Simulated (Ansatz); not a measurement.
# Kick test of a cell of Y3Mg2I2

The structure comes from a generated guess, relaxed at this level; another structure or a mixture of phases may lie lower.

All numbers below come from DFT PBE, scalar-relativistic, plane waves, PAW in Ansatz. Settings: cutoff 420 eV, Γ-centred mesh 12×12×4 on the computed 7-atom cell, Gaussian smearing of 0.10 eV; no spin polarisation.

The cell below (7 atoms, space group P6/mmm (No. 191)) is relaxed within its symmetry.

```yaml
crystal:
  lattice:
    - [5.57486, 0.00000, 0.00000]
    - [-2.78743, 4.82797, 0.00000]
    - [0.00000, 0.00000, 10.19012]
  atoms:
    - { symbol: Y, position: [0.00000, 0.00000, 0.34875] }
    - { symbol: Y, position: [0.00000, 0.00000, 0.65125] }
    - { symbol: Y, position: [0.00000, 0.00000, 0.00000] }
    - { symbol: Mg, position: [0.33333, 0.66667, 0.50000] }
    - { symbol: Mg, position: [0.66667, 0.33333, 0.50000] }
    - { symbol: I, position: [0.33333, 0.66667, 0.00000] }
    - { symbol: I, position: [0.66667, 0.33333, 0.00000] }
```

For the test it was strained at random (σ = 1.5 % a component), the atoms were moved at random (σ = 0.10 Å), and all was relaxed again on a coarse 6×6×2 mesh (in the run’s order of axes) with 0.20 eV smearing, with no symmetry imposed.

Spin–orbit coupling, which can matter for I, is left out. An odd number of electrons in the primitive cell allows no gap without spin; a larger cell or a magnetic state could open one. The cell is a metal run without spin; a magnetic state may lie lower.

Question: Does it come back?

Answer: It doesn't return. The energy falls by 347 meV/atom on that mesh, the volume changes by -21.4 %, and the end has space group P-3m1 (No. 164) at a loose tolerance. Relaxed again on a 12×12×4 mesh with 0.10 eV smearing, the new structure lies 342 meV/atom below the first (mesh in the axes of the run's cell; the cell below is made exact in the group named). Space group P-3m1 (No. 164), trigonal, a = 4.754 Å, c = 10.968 Å. Y on a site of symmetry 3m has 6 Mg at 3.25–3.38 Å, 3 I at 3.40 Å and 2 Y at 3.63–3.71 Å; Y on a site of symmetry -3m is surrounded by 6 I at 3.19 Å and 2 Y at 3.63 Å; Mg is surrounded by 3 Mg at 2.75 Å and 6 Y at 3.25–3.38 Å; I is surrounded by 3 Y at 3.19 Å and 3 Y at 3.40 Å.

```cif
data_structure
_symmetry_space_group_name_H-M 'P-3m1'
_symmetry_Int_Tables_number 164
_cell_length_a 4.7537
_cell_length_b 4.7537
_cell_length_c 10.9678
_cell_angle_alpha 90.000
_cell_angle_beta 90.000
_cell_angle_gamma 120.000
_cell_volume 214.64
loop_
_atom_site_label
_atom_site_type_symbol
_atom_site_symmetry_multiplicity
_atom_site_Wyckoff_symbol
_atom_site_fract_x
_atom_site_fract_y
_atom_site_fract_z
_atom_site_occupancy
Y1 Y 2 c 0.00000 0.00000 0.83078 1
Y2 Y 1 b 0.00000 0.00000 0.50000 1
Mg1 Mg 2 d 0.33333 0.66667 0.98915 1
I1 I 2 d 0.33333 0.66667 0.35180 1
```
